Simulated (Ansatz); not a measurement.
# Tl (diamond type) under strong compression

```yaml
crystal:
  lattice:
    - [0.00000, 3.43888, 3.43888]
    - [3.43888, 0.00000, 3.43888]
    - [3.43888, 3.43888, 0.00000]
  atoms:
    - { symbol: Tl, position: [0.87500, 0.87500, 0.87500] }
    - { symbol: Tl, position: [0.12500, 0.12500, 0.12500] }
```

The cell comes from a relaxation on PAW files under the same functional, begun from a prototype that needn't be the stable phase.

Its volume is scaled at fixed shape and fractional positions.

Level of theory: DFT with PBEsol, scalar-relativistic, in Ansatz 0.2.0; a Γ-centred 10×10×10 k mesh, Fermi–Dirac smearing of 0.1 eV, no spin polarisation. LAPW: all electrons, basis error target 1 meV/atom; PAW: frozen-core files, cutoff 420 eV; crystal datasets: all electrons, by PAW datasets that the program makes for each cell; norm-conserving: pseudopotentials, cutoff 844 eV.

Energies are extrapolated to zero smearing and count from the unscaled cell; pressure is positive in compression; gaps take the mesh and a band path. No temperature or zero-point motion is included.

Spin–orbit coupling is left out, which matters for the heavy atoms. The PAW files were made under PBE. The structure type is held throughout; the real material can change phase at far lower pressure.

| V/V0 | V (Å³/atom) | P LAPW (GPa) | ΔE LAPW (eV/atom) | P PAW − LAPW (GPa) | ΔE PAW − LAPW (meV/atom) |
| --- | --- | --- | --- | --- | --- |
| 1.00 | 40.67 | 0.02 | 0.000 | -0.01 | 0.0 |
| 0.95 | 38.63 | 1.16 | 0.006 | -0.01 | 0.0 |
| 0.85 | 34.57 | 4.84 | 0.076 | -0.01 | -0.2 |
| 0.75 | 30.50 | 11.86 | 0.273 | -0.01 | -0.3 |
| 0.65 | 26.43 | 26.8 | 0.740 | -0.02 | -0.6 |
| 0.55 | 22.37 | 59.9 | 1.780 | -0.03 | -1.3 |
| 0.45 | 18.30 | 140.8 | ? | -0.15 | -2.8 |
| 0.40 | 16.27 | 222.4 | 6.431 | -0.47 | -6.3 |

(1) Fill in "ΔE LAPW (eV/atom)" for the row "0.45".

(2) Fit the Vinet equation to the LAPW pressures over the whole range, with residuals weighted by 1/(|P| + 0.03·Pmax).

(3) At the smallest volume, how far do crystal datasets and norm-conserving lie from LAPW in pressure?

(4) How do the Löwdin populations by LAPW change from the unscaled cell to the last row?

Results:

(1) 4.171.

(2) V0 = 40.97 Å³/atom, B0 = 15.6 GPa and B0′ = 6.69, and the fit misses no point by more than 2.2 GPa. A fit over so wide a range pins B0 less well than one near rest.

(3) crystal datasets: 0.00 GPa; norm-conserving: +1.43 GPa, on a LAPW pressure of 222.4 GPa.

(4) Tl 5s 1.98 → 1.92, Tl 6s 1.45 → 0.98, Tl 5p 5.99 → 5.95, Tl 6p 1.60 → 2.26, Tl 5d 9.96 → 9.87 electrons an atom. These are projections on the shells that the free atoms fill; 0.03 e a cell lies outside them at the start and 0.06 e at the end.
